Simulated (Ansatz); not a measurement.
This cell of WC (WC type, space group P-6m2) is off equilibrium:

```yaml
crystal:
  lattice:
    - [2.96515, 0.00000, 0.00000]
    - [-1.48258, 2.56790, 0.00000]
    - [0.00000, 0.00000, 2.88936]
  atoms:
    - { symbol: W, position: [0.00000, 0.00000, 0.00000] }
    - { symbol: C, position: [0.66667, 0.33333, 0.50000] }
```

Calculation: PBE (plane waves to 420 eV, PAW, scalar-relativistic; Ansatz, an electronic-structure program). k mesh 18×18×16 (Γ-centred), Fermi-Dirac smearing 0.05 eV. The energy includes the smearing's −TS. Compression counts positive. Spin-orbit coupling is left out, though W is heavy. The PAW data are Ansatz's earlier set. WC is run without spin polarisation. WC was relaxed with its symmetry unable to fall.

Question: What is the stress tensor (GPa)?

Answer: 
```
  -14.6      0.0      0.0
    0.0    -14.6      0.0
    0.0      0.0    -17.2
```
The pressure, a third of the trace, is -15.5 GPa.

Question: It is the relaxed cell scaled evenly to V/V₀ = 1.045, atoms relaxed where free. What is its energy relative to the relaxed cell?

Answer: 24 meV/atom.

(A scan under strain: stresses follow from slopes of the energy per volume, elastic moduli from its curvatures.)
